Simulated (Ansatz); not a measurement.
Starting cell, ZrC (rock salt):

```
CELL_PARAMETERS angstrom
      0.00000     4.70874     4.70874
      2.35437     0.00000     2.35437
      2.35437     2.35437     0.00000
ATOMIC_POSITIONS crystal
  C  0.00000 0.00000 0.00000
  C  0.50000 0.00000 0.00000
  Zr 0.25000 0.50000 0.50000
  Zr 0.75000 0.50000 0.50000
```

In this cell atom 4 (Zr, nearest neighbour C at 2.354 Å; its periodic images, 3.3 Å or more away, move with it) is moved by s along Cartesian x, unit vector (1.000, 0.000, 0.000); all other atoms and the cell stay fixed.

All values below come from PBE (plane waves to 420 eV, PAW, scalar-relativistic; Ansatz, a quantum-chemistry and plane-wave program). k mesh 7×14×14 (Γ-centred), Fermi-Dirac smearing 0.05 eV. E stands for the smeared free energy. With partly filled bands, energies and forces of such displacements shift with the k mesh and the smearing. ZrC is run without spin polarisation. ZrC was relaxed with its symmetry unable to fall. The zero of ΔE is the undisplaced structure.

Successive frames, forces in eV/Å:

```json
[
 {"frame": "s = 0.240 Å", "ΔE (meV/cell)": "394", "F on C1": "(0.409, -0.013, -0.013)", "F on C2": "(1.613, -0.004, -0.004)", "F on Zr3": "(1.465, -0.953, -0.953)", "F on Zr4": "(-3.487, 0.970, 0.970)"},
 {"frame": "s = 0.192 Å", "ΔE (meV/cell)": "246", "F on C1": "(0.378, -0.009, -0.009)", "F on C2": "(1.130, -0.001, -0.001)", "F on Zr3": "(1.164, -0.762, -0.762)", "F on Zr4": "(-2.672, 0.772, 0.772)"},
 {"frame": "s = 0.144 Å", "ΔE (meV/cell)": "136", "F on C1": "(0.326, -0.005, -0.005)", "F on C2": "(0.740, 0.000, 0.000)", "F on Zr3": "(0.869, -0.572, -0.572)", "F on Zr4": "(-1.935, 0.577, 0.577)"},
 {"frame": "s = 0.096 Å", "ΔE (meV/cell)": "60", "F on C1": "(0.250, -0.002, -0.002)", "F on C2": "(0.431, 0.000, 0.000)", "F on Zr3": "(0.576, -0.382, -0.382)", "F on Zr4": "(-1.257, 0.384, 0.384)"}
]
```

What are the energy and the forces in the next frame, s = 0.048 Å?

ΔE (meV/cell) = 15.

```
atom      Fx      Fy      Fz
----  ------  ------  ------
C1     0.145   0.000   0.000
C2     0.190   0.000   0.000
Zr3    0.285  -0.191  -0.191
Zr4   -0.620   0.191   0.191
```

(For displaced atoms, the force is minus the slope of the energy, and its curvature is a force constant, which sets phonon frequencies.)
